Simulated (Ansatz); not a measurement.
# Thermal properties of Ga3As2P from its phonons

Computed with DFT PBE, scalar-relativistic, plane waves, PAW in Ansatz. Plane waves to 420 eV; Γ-centred k mesh 12×12×4; fixed occupations. No spin polarisation. Phonons by linear response, acoustic sum rule imposed.

Relaxed structure:
```
CELL_PARAMETERS angstrom
4.00495 0.00000 0.00000
-2.00248 3.46839 0.00000
0.00000 0.00000 9.81562
ATOMIC_POSITIONS crystal
Ga 0.00000 0.00000 0.99341
Ga 0.33333 0.66667 0.67335
Ga 0.66667 0.33333 0.33350
P 0.33333 0.66667 0.91669
As 0.66667 0.33333 0.58628
As 0.00000 0.00000 0.24677
```

The cell was found from a structure generator's guess, not taken from experiment. The q mesh is coarse, so values between its points are rough.

Force constants from linear response on a 2×2×1 q mesh, interpolated to a fine mesh.

Phonon density of states, in bins of 10 cm⁻¹:
(bin centre (cm⁻¹), share of modes (%)): (-5, 0.0), (5, 0.0), (15, 0.1), (25, 0.4), (35, 0.8), (45, 1.6), (55, 3.6), (65, 5.0), (75, 5.7), (85, 4.8), (95, 4.1), (105, 3.4), (115, 3.0), (125, 2.1), (135, 1.2), (145, 1.0), (155, 1.3), (165, 1.4), (175, 2.4), (185, 3.4), (195, 1.8), (205, 2.3), (215, 1.8), (225, 3.7), (235, 3.9), (245, 8.7), (255, 14.3), (265, 1.5), (275, 0.0), (285, 0.0), (295, 0.0), (305, 0.2), (315, 5.4), (325, 5.4), (335, 5.0), (345, 0.7), (355, 0.1)

(1) Give the zero-point energy per atom.

(2) How large are the vibrational entropy and heat capacity at 300 K?

(3) Tabulate them against temperature.

## Answers

(1) 35.6 meV.

(2) S = 3.84 k_B and C_V = 2.76 k_B per atom, 92 % of the Dulong–Petit value.

(3)
| T (K) | F_vib (meV/atom) | S (k_B/atom) | C_V (k_B/atom) |
| --- | --- | --- | --- |
| 100 | 31.3 | 1.29 | 1.69 |
| 200 | 13.5 | 2.77 | 2.51 |
| 300 | -15.3 | 3.84 | 2.76 |
| 400 | -52.0 | 4.65 | 2.86 |
| 500 | -95.0 | 5.30 | 2.91 |
| 600 | -143.0 | 5.83 | 2.94 |
| 700 | -195.2 | 6.28 | 2.95 |
| 800 | -251.1 | 6.68 | 2.96 |
| 900 | -310.2 | 7.03 | 2.97 |
| 1000 | -372.1 | 7.34 | 2.98 |
